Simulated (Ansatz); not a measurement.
Here is the system:

ScAs:
Space group Fm-3m (No. 225); a = b = c = 5.3542 Å, α = β = γ = 90.00°

```
atom  site  symmetry       x       y       z
----  ----  --------  ------  ------  ------
Sc      4a      m-3m  0.0000  0.0000  0.0000
As      4b      m-3m  0.5000  0.5000  0.5000
```
(The calculation used a cell of 2 atoms; values per cell refer to that cell.)

This is the LDA-relaxed structure.

Task: All from DFT-LDA in the program Ansatz with PAW potentials, unless another level is named. Predict the electronic character.

Result: metallic (no gap).

Task: Give the density of states at the Fermi level.

Result: 0.13 states/eV per atom (mean over ±0.08 eV).

Task: Give the formation energy from the elements (no fitted shifts).

Result: -1.47 eV/atom.

The first step of the workflow began from a Materials Project structure, measured or hypothetical; the Crystallography Open Database files this formula in space group No. 225, but the cells were not matched. Whether it is the stable phase at ambient conditions was not checked. The LDA relaxation kept the symmetry of its start; of distortions, only those at the zone centre were tested. No spin polarisation was allowed. The references are the lowest solids computed at this level, not always the standard phases. Scalar-relativistic: spin–orbit coupling is off unless named, which matters more the heavier the elements.

Potentials: the later of the program's two PAW sets.
